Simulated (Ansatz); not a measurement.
GaP (zinc blende)

```yaml
crystal:
  lattice:
    - [0.00000, 2.75322, 2.75322]
    - [2.75322, 0.00000, 2.75322]
    - [2.75322, 2.75322, 0.00000]
  atoms:
    - { symbol: P, position: [0.75000, 0.75000, 0.75000] }
    - { symbol: Ga, position: [0.00000, 0.00000, 0.00000] }
```

This relaxed cell (volume V₀) is scaled evenly in all directions, its shape held. Symmetry pins the atoms to their sites.

These are PBE (plane waves to 420 eV, PAW, scalar-relativistic; Ansatz, a program for electronic structure) values and carry that method's errors. k mesh 10×10×10 (Γ-centred), Fermi-Dirac smearing 0.05 eV. Energies are smeared free energies. Stress and pressure are positive under compression. GaP was relaxed with its symmetry unable to fall. The PAW data are Ansatz's earlier set. ΔE is measured from the relaxed starting cell.

```
V (Å³/atom)  ΔE (meV/atom)
-----------  -------------
19.618                20.2
19.868                12.7
20.119                 7.0
20.369                 3.0
20.620                 0.7
20.870                 0.0
21.121                 0.7
21.371                 2.7
21.621                 6.0
21.872            withheld
22.122                16.1
```

Fit a third-order Birch-Murnaghan form (E₀, V₀, B₀, B₀′ free) to the given rows and predict ΔE at V = 21.872.

Least squares on the 10 given rows: ΔE = E₀ + (9V₀B₀/16)·y²·[2 + (B₀′ − 4)y], y = (V₀/V)^(2/3) − 1, with V₀ = 20.874 Å³/atom, B₀ = 76.80 GPa (160.2 GPa = 1 eV/Å³; the term in eV is multiplied by 1000), B₀′ = 4.40, E₀ = -0.02 meV/atom; root-mean-square residual 0.03 meV/atom. At 21.872 the fit gives 10.5 meV/atom; the calculation gives 10.5 meV/atom, the same to the digits shown. For the pressure the fit gives -3.24 GPa against the computed -3.23 GPa.

(A scan under strain: stresses follow from slopes of the energy per volume, elastic moduli from its curvatures.)
